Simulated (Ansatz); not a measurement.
## Structure relaxation, ZnO

The start is a generated cell, ZnO placed in the 4H structure type. The cell and all atomic positions are relaxed at zero pressure with r2SCAN (plane waves to 500 eV, PAW, scalar-relativistic; Ansatz, a program for electronic structure). The first steps use a coarse 8×8×3 k-mesh.

Starting cell:
```
CELL_PARAMETERS angstrom
      3.13993     0.00000     0.00000
     -1.56996     2.71925     0.00000
      0.00000     0.00000    10.27931
ATOMIC_POSITIONS crystal
  Zn 0.00000 0.00000 0.00000
  Zn 0.00000 0.00000 0.50000
  Zn 0.66667 0.33333 0.75018
  Zn 0.33333 0.66667 0.25018
  O  0.00000 0.00000 0.81216
  O  0.00000 0.00000 0.31216
  O  0.66667 0.33333 0.56329
  O  0.33333 0.66667 0.06329
```

**Question.** How large is the pressure on the unrelaxed cell, and of which sign?

**Answer.** +12.8 GPa (positive: the cell is compressed).

**Question.** How does the volume per atom move from start to end?

**Answer.** +7.6 %, from 10.97 to 11.80 Å³/atom.

**Question.** How do the shortest distances between atoms change?

**Answer.** The closest pairs of elements (up to four, under 3.6 Å), start → end: O–Zn 1.92 → 1.97 Å; O–O 3.14 → 3.21 Å; Zn–Zn 3.14 → 3.21 Å.

**Question.** What band gap does the relaxed structure have at this level?

**Answer.** 1.18 eV, direct at Γ (no spin-orbit coupling).

**Question.** Give the final cell and atomic positions.

**Answer.** 
Space group P6₃mc (No. 186); a = b = 3.2264 Å, c = 10.4729 Å, α = β = 90.00°, γ = 120.00°

```
atom  site  symmetry       x       y       z
----  ----  --------  ------  ------  ------
Zn      2a       3m.  0.0000  0.0000  0.0008
Zn      2b       3m.  0.3333  0.6667  0.2506
O       2a       3m.  0.0000  0.0000  0.3120
O       2b       3m.  0.3333  0.6667  0.0623
```

The space group stays P6₃mc (No. 186) (the run could not lower it); the end is AFLOW prototype AB_hP8_186_ab_ab (B5, as in SiC), with 8 atoms in the primitive cell. Final values are on a 12×12×3 k-mesh of the relaxed cell. No spin polarisation in the result.

The run could not lose the symmetry of its start.

The first start was generated by placing the elements on the sites of a structure type. A measured structure of ZnO has the same space group, P6₃mc (No. 186); the sites were not compared with it.
